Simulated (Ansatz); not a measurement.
ScF₃ (ReO3 type, space group No. 221), a = 3.9730 Å, b = 3.9730 Å, c = 3.9730 Å, α = 90.00°, β = 90.00°, γ = 90.00°.

Relaxed with LDA.

Question: Give the optical modes at the zone centre with their infrared and Raman activity from DFPT, LDA in the plane-wave PAW code Ansatz.

Answer: Transverse frequencies, without the LO–TO term; a row sums one degenerate level.

```tsv
ω (cm⁻¹)	degeneracy	IR ((D/Å)²/amu)	Raman (Å⁴/amu)	activity	symmetry
124	3	0.00	0	silent	T2u
188	3	11.31	0	IR	T1u
488	3	42.57	0	IR	T1u
```

Question: How high does the top mode go among those that the LO–TO term moves?

Answer: 693 cm⁻¹ for q along x.

Space group Pm-3m (ReO3 type). The workflow started from a Materials Project entry (that database holds measured and hypothetical structures alike); the Crystallography Open Database files this formula in space group No. 221, but the cells were not matched. Its standing as an ambient phase is unchecked. The cell was relaxed with LDA under the symmetry of its start; phonons on a q-mesh show weakly imaginary modes. The run is not spin-polarised.

Potentials: the later of the program's two PAW sets.
